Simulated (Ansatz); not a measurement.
PbF₂: levels along high-symmetry lines

```yaml
crystal:
  lattice:
    - [0.00000, 3.00000, 3.00000]
    - [3.00000, 0.00000, 3.00000]
    - [3.00000, 3.00000, 0.00000]
  atoms:
    - { symbol: Pb, position: [0.00000, 0.00000, 0.00000] }
    - { symbol: F, position: [0.25000, 0.25000, 0.25000] }
    - { symbol: F, position: [0.75000, 0.75000, 0.75000] }
```

Atom numbers follow the list: Pb1, F2, F3.

The structure comes from a relaxation in the same program, started in the fluorite type, and has space group Fm-3m. Whether it is a known phase or the ground state wasn't checked.

No spin–orbit coupling, which matters for the heavy atoms here.

Level of theory: DFT, PBE, all-electron LAPW, scalar-relativistic (Ansatz 0.2.0).

Numerical set-up: a Γ-centred 11×11×11 k mesh, Fermi–Dirac smearing of 0.05 eV, basis error target 0.5 meV/atom, no spin polarisation.

Points in fractions of the reciprocal vectors of this cell: Γ (0, 0, 0), X (0.5, 0, 0.5), U (0.625, 0.25, 0.625), K (0.375, 0.375, 0.75), L (0.5, 0.5, 0.5), W (0.5, 0.25, 0.75). The path joins them by straight lines in the order Γ–X–U–K–Γ–L–W–X; legs that retrace an earlier one aren't tabulated. Energies are in eV from the top of the valence band.

(1) Metal or insulator at this level of theory?

(2) Tabulate bands 23 to 28, counted from the lowest band of the run, along the path.

## Answers

(1) An insulator or semiconductor: gap 4.42 eV, indirect from W (0.5, 0.25, 0.75) to X (0.5, 0, 0.5).

(2) 
| k (1/Å) | point | band 23 | band 24 | band 25 | band 26 | band 27 | band 28 |
| --- | --- | --- | --- | --- | --- | --- | --- |
| 0.00 | Γ | -1.76 | -1.76 | -1.76 | 6.73 | 6.73 | 6.73 |
| 0.15 |  | -1.73 | -1.73 | -1.66 | 6.46 | 6.79 | 6.79 |
| 0.30 |  | -1.65 | -1.65 | -1.40 | 5.88 | 6.96 | 6.96 |
| 0.45 |  | -1.57 | -1.57 | -1.06 | 5.32 | 7.18 | 7.18 |
| 0.60 |  | -1.49 | -1.49 | -0.72 | 4.88 | 7.41 | 7.41 |
| 0.75 |  | -1.43 | -1.43 | -0.42 | 4.59 | 7.60 | 7.60 |
| 0.90 |  | -1.38 | -1.38 | -0.21 | 4.45 | 7.72 | 7.72 |
| 1.05 | X | -1.37 | -1.36 | -0.14 | 4.42 | 7.76 | 7.76 |
| 1.10 |  | -1.37 | -1.36 | -0.14 | 4.44 | 7.72 | 7.76 |
| 1.15 |  | -1.38 | -1.36 | -0.13 | 4.50 | 7.61 | 7.76 |
| 1.21 |  | -1.40 | -1.36 | -0.11 | 4.60 | 7.45 | 7.76 |
| 1.26 |  | -1.42 | -1.36 | -0.09 | 4.73 | 7.26 | 7.76 |
| 1.31 |  | -1.45 | -1.36 | -0.07 | 4.90 | 7.05 | 7.76 |
| 1.36 |  | -1.48 | -1.37 | -0.05 | 5.08 | 6.83 | 7.76 |
| 1.42 | U | -1.51 | -1.37 | -0.03 | 5.28 | 6.61 | 7.75 |
| 1.51 |  | -1.51 | -1.38 | -0.02 | 5.42 | 6.49 | 7.70 |
| 1.60 |  | -1.48 | -1.38 | -0.02 | 5.60 | 6.35 | 7.60 |
| 1.69 |  | -1.46 | -1.38 | -0.01 | 5.77 | 6.21 | 7.54 |
| 1.78 |  | -1.46 | -1.38 | -0.01 | 5.77 | 6.21 | 7.54 |
| 1.88 |  | -1.48 | -1.38 | -0.02 | 5.60 | 6.35 | 7.60 |
| 1.97 |  | -1.51 | -1.38 | -0.02 | 5.42 | 6.49 | 7.70 |
| 2.06 | K | -1.51 | -1.37 | -0.03 | 5.28 | 6.61 | 7.75 |
| 2.22 |  | -1.64 | -1.40 | -0.03 | 5.93 | 6.01 | 7.70 |
| 2.38 |  | -1.79 | -1.44 | -0.14 | 5.57 | 6.51 | 7.58 |
| 2.53 |  | -1.94 | -1.49 | -0.39 | 5.39 | 6.90 | 7.39 |
| 2.69 |  | -2.06 | -1.56 | -0.77 | 5.51 | 7.02 | 7.16 |
| 2.85 |  | -1.92 | -1.64 | -1.20 | 5.91 | 6.94 | 6.94 |
| 3.01 |  | -1.80 | -1.72 | -1.59 | 6.44 | 6.79 | 6.80 |
| 3.17 | Γ | -1.76 | -1.76 | -1.76 | 6.73 | 6.73 | 6.73 |
| 3.30 |  | -1.77 | -1.77 | -1.63 | 6.53 | 6.77 | 6.77 |
| 3.43 |  | -1.80 | -1.80 | -1.31 | 6.11 | 6.88 | 6.88 |
| 3.56 |  | -1.83 | -1.83 | -0.94 | 5.68 | 7.05 | 7.05 |
| 3.69 |  | -1.87 | -1.87 | -0.58 | 5.36 | 7.23 | 7.23 |
| 3.82 |  | -1.90 | -1.90 | -0.28 | 5.16 | 7.39 | 7.39 |
| 3.95 |  | -1.92 | -1.92 | -0.08 | 5.06 | 7.51 | 7.51 |
| 4.08 | L | -1.93 | -1.93 | -0.01 | 5.02 | 7.55 | 7.55 |
| 4.18 |  | -1.89 | -1.87 | -0.01 | 5.06 | 7.45 | 7.56 |
| 4.29 |  | -1.79 | -1.76 | -0.02 | 5.17 | 7.19 | 7.59 |
| 4.39 |  | -1.65 | -1.64 | -0.02 | 5.33 | 6.85 | 7.61 |
| 4.50 |  | -1.54 | -1.52 | -0.02 | 5.54 | 6.51 | 7.60 |
| 4.61 |  | -1.47 | -1.41 | -0.01 | 5.75 | 6.24 | 7.55 |
| 4.71 |  | -1.43 | -1.34 | 0.00 | 5.92 | 6.06 | 7.46 |
| 4.82 | W | -1.42 | -1.31 | 0.00 | 6.00 | 6.00 | 7.42 |
| 4.89 |  | -1.42 | -1.31 | -0.01 | 5.65 | 6.35 | 7.43 |
| 4.97 |  | -1.41 | -1.32 | -0.03 | 5.32 | 6.70 | 7.46 |
| 5.04 |  | -1.41 | -1.32 | -0.05 | 5.02 | 7.03 | 7.52 |
| 5.12 |  | -1.40 | -1.33 | -0.09 | 4.77 | 7.32 | 7.59 |
| 5.19 |  | -1.39 | -1.34 | -0.11 | 4.58 | 7.56 | 7.67 |
| 5.27 |  | -1.38 | -1.35 | -0.13 | 4.46 | 7.71 | 7.74 |
| 5.34 | X | -1.37 | -1.36 | -0.14 | 4.42 | 7.76 | 7.76 |
